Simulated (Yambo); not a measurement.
ZnSe (zinc blende, space group F-43m, No. 216), G0W0@PBE (Yambo, plasmon pole, terminator in G, 4×4×4 mesh): gap Γ → Γ in eV by bands and screening block.

```tsv
bands (W and G)	3 Ry	6 Ry	9 Ry	12 Ry	15 Ry
48	2.18	2.21	2.22	2.22	2.22
77	2.12	2.16	2.19	2.20	2.20
114	___	___	2.18	2.19	2.19
161	2.08	___	2.17	2.18	2.19
208	2.08	2.12	2.17	2.18	2.19
```

Estimate the withheld gaps from their neighbours; the computed values follow.


- 114, 3 Ry: 2.10
- 114, 6 Ry: 2.14
- 161, 6 Ry: 2.13

The largest settings aren't shown to be the converged limit.

Spin-orbit coupling is not included.

Geometry relaxed with PBEsol; primitive cell a = b = c = 3.9830 Å, α = β = γ = 60.00°.

The potentials are those of PseudoDojo's stringent table.
